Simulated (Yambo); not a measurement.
Sr₂OsH₆ (space group Fm-3m, No. 225), G0W0@LDA in Yambo with this input:

```
rim_cut
gw0
dyson
el_el_corr
HF_and_locXC
ppa
em1d
RandQpts= 1000000
RandGvec= 1 Ry
EXXRLvcs= 74 Ry
VXCRLvcs= 296 Ry
Chimod= "HARTREE"
% BndsRnXp
 5 | 159 |
%
NGsBlkXp= 7 Ry
% LongDrXp
 1.0 | 1.0 | 1.0 |
%
PPAPntXp= 27.2114 eV
% GbndRnge
 1 | 159 |
%
GTermKind= "BG"
DysSolver= "n"
ExtendOut
```

On a 4×4×4 mesh, with wavefunctions cut at 74 Ry, the gap (Γ → X) is 3.596 eV and the valence edge shifts by -0.404 eV.

Q: What happens with this change: 76 bands in W?

A: The gap falls by 0.031 eV, to 3.565 eV; the shift of the valence edge becomes -0.222 eV. Neither run is shown to be the converged limit.

Spin-orbit coupling is not included.

Geometry of the Materials Project entry, not relaxed at this level; primitive cell a = b = c = 5.3914 Å, α = β = γ = 60.00°.

The structure is a Materials Project entry; no match was found in the copy of COD used, and its stability was not checked.

A shift is the quasiparticle energy of the state minus its LDA energy.
